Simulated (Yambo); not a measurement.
G0W0@PBEsol for KIO3 (space group R3c, No. 161) in Yambo. Reference settings: 2×2×2 Γ-centred k mesh, 326 bands and a 8 Ry block in the screening, 326 bands in G with the Bruneval-Gonze terminator, plasmon pole fitted at 27.2 eV. The PBEsol gap Γ → Γ on this mesh is 2.86 eV; G0W0 gaps are taken between the same points.

With and without the terminator, as bands are cut:

```
bands in G (in W)  gap, terminator (eV)  gap, none (eV)  valence shift, terminator (eV)  valence shift, none (eV)
-----------------  --------------------  --------------  ------------------------------  ------------------------
121 (326)                         4.590           4.512                          -0.821                    -0.252
209 (326)                         4.576           4.524                          -0.840                    -0.529
326 (326)                         4.572           4.541                          -0.846                    -0.682
```

Over this range the gap spans 0.018 eV with the terminator and 0.029 eV without, the valence shift 0.025 eV and 0.430 eV. Neither column has reached its limit for certain.

Spin-orbit coupling is not included.

Geometry of the Materials Project entry, not relaxed at this level; primitive cell a = b = c = 6.2876 Å, α = β = γ = 59.93°.

The structure is a Materials Project entry; no match was found in the copy of COD used, and its stability was not checked.

A shift is the quasiparticle energy of the state minus its PBEsol energy.
